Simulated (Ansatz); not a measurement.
Total density of states per atom from plane-wave PAW r²SCAN (Ansatz code), in 0.25 eV bins, energy from the Fermi level:

```
E (eV) | states/eV/atom
    -7.85 | #### 0.37
    -7.60 | ########## 0.89
    -7.35 |  0.03
    -7.10 |  0.00
    -6.85 |  0.00
    -6.60 |  0.00
    -6.35 |  0.00
    -6.10 |  0.00
    -5.85 |  0.00
    -5.60 |  0.00
    -5.35 |  0.01
    -5.10 | ## 0.22
    -4.85 | ######### 0.79
    -4.60 | ######## 0.73
    -4.35 | ##### 0.45
    -4.10 | ############## 1.28
    -3.85 | ########################## 2.33
    -3.60 | ############################ 2.47
    -3.35 | #################### 1.79
    -3.10 | ################## 1.61
    -2.85 | ######################## 2.11
    -2.60 | ################## 1.62
    -2.35 | ################### 1.66
    -2.10 | ################## 1.60
    -1.85 | ######################## 2.11
    -1.60 | #################### 1.82
    -1.35 | ############################## 2.68
    -1.10 | ################### 1.69
    -0.85 | ########### 0.95
    -0.60 | ##################### 1.90
    -0.35 | ######### 0.83
    -0.10 | #### 0.39
     0.15 | #### 0.31
     0.40 | ### 0.28
     0.65 | ### 0.28
     0.90 | #### 0.33
     1.15 | #### 0.36
     1.40 | #### 0.34
     1.65 | #### 0.32
     1.90 | ### 0.30
     2.15 | ### 0.29
     2.40 | ### 0.28
     2.65 | ### 0.27
     2.90 | ### 0.26
     3.15 | ### 0.23
     3.40 | ## 0.21
     3.65 | ## 0.19
     3.90 | ## 0.22
     4.15 | #### 0.33
     4.40 | #### 0.34
     4.65 | ### 0.27
```

Question: Which compound is it?
(A) HgPd, L1₀ or tetragonal B2
(B) TlPd3, I4/mmm (Tl on 2a, Pd on 4d, Pd on 2b)
(C) CeCo2Ge2, I4/mmm (Ce on 2a, Co on 4d, Ge on 4e)
(D) Al3Ru2, I4/mmm (Al on 2a, Al on 4e, Ru on 4e)

Answer: B, TlPd3, I4/mmm (Tl on 2a, Pd on 4d, Pd on 2b). Within 0.5 eV of the Fermi level: Pd 4d 74 %, Tl 6p 19 %. Projections are on Löwdin-orthogonalised atomic valence shells; empty p or d shells of many metals are not among them.

The workflow started from an entry of the Crystallography Open Database (COD). Whether it is the stable phase at ambient conditions was not checked. The cell was relaxed with r²SCAN under the symmetry of its start; whether a distortion lowers the energy is not shown. The run is not spin-polarised. Spin–orbit coupling is left out wherever it is not named.

Potentials: the later of the program's two PAW sets.
